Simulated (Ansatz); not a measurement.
HfCl₄:
```
HfCl4
1.0
    6.12464     0.00000     0.00000
    0.00000     7.13497     0.00000
   -1.97044     0.00000     5.70985
Hf Cl
2 8
Direct
  0.50000   0.66630   0.75000
  0.50000   0.33370   0.25000
  0.26684   0.38937   0.50448
  0.73316   0.61063   0.49552
  0.73316   0.38937   0.99552
  0.26684   0.61063   0.00448
  0.23901   0.12950   0.01236
  0.76099   0.87050   0.98764
  0.76099   0.12950   0.48764
  0.23901   0.87050   0.51236
```

x, y and z are the axes in which the lattice vectors are written.

**Question.** Give the high-frequency dielectric tensor and the Born effective charge tensors of the independent atoms from DFPT, LDA in the plane-wave PAW code Ansatz.

**Answer.** 
ε∞:
```
 3.44   0.00  -0.01
 0.00   3.62   0.00
-0.01   0.00   3.89
```
Z* of atom 1 (Hf), rows: field, columns: displacement, in e:
```
 3.34   0.00  -0.18
 0.00   3.93   0.00
-0.20   0.00   4.82
```
Z* of atom 3 (Cl), rows: field, columns: displacement, in e:
```
-0.97   0.05   0.47
 0.04  -0.87  -0.58
 0.53  -0.73  -1.40
```
Z* of atom 7 (Cl), rows: field, columns: displacement, in e:
```
-0.70  -0.47  -0.39
-0.55  -1.09  -0.64
-0.43  -0.56  -1.01
```

Space group P2/c. The workflow started from a Materials Project entry (that database holds measured and hypothetical structures alike); the Crystallography Open Database files this formula in space group No. 13, but the cells were not matched. Whether it is the stable phase at ambient conditions was not checked. The LDA relaxation kept the symmetry of its start; its stability against distortions is not shown here. The run is not spin-polarised. A crystal of weakly bound chains computed without a dispersion correction: the cell and the soft elastic constants depend strongly on that. Scalar-relativistic: spin–orbit coupling is off unless named, which matters more the heavier the elements.

Potentials: the earlier of the program's two PAW sets. The files were generated under PBE; for other functionals the program regenerates the frozen cores, and for LDA and PBEsol the local potential too.
